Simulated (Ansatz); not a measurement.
SiC₂:
Space group P4₂/mmc (No. 131); a = 3.181 Å, b = 3.181 Å, c = 6.885 Å, α = 90.00°, β = 90.00°, γ = 90.00°

| atom | site | symmetry | x | y | z |
|---|---|---|---|---|---|
| Si | 2e | -4m2 | 0.0000 | 0.0000 | 0.2500 |
| C | 4i | 2mm. | 0.0000 | 0.5000 | 0.0991 |

Relaxed at zero pressure with PBE in the plane-wave PAW code Ansatz.

The volume is lowered by 9 % and shape and atoms relax at that volume. What pressure results, and how do the axes share the change?

17.6 GPa; a -4.0 %, b -4.0 %, c -1.3 %; the energy rises by 54 meV/atom.

Give the new structure.


Space group P4₂/mmc (No. 131); a = b = 3.0542 Å, c = 6.7982 Å, α = β = γ = 90.00°

```tsv
atom	site	symmetry	x	y	z
Si	2e	-4m2	0.0000	0.0000	0.2500
C	4i	2mm.	0.0000	0.5000	0.0992
```

The phase is kept; no other phase was compared at this pressure.

Space group P4_2/mmc. The start of the workflow was typed in or built on a structure type; neither database checked (COD, Materials Project) lists it. Its standing as an ambient phase is unchecked. The cell was relaxed with PBE under the symmetry of its start; its stability against distortions is not shown here. Its formation energy is positive at this level, so the cell may be metastable or incomplete.

Potentials: the earlier of the program's two PAW sets.
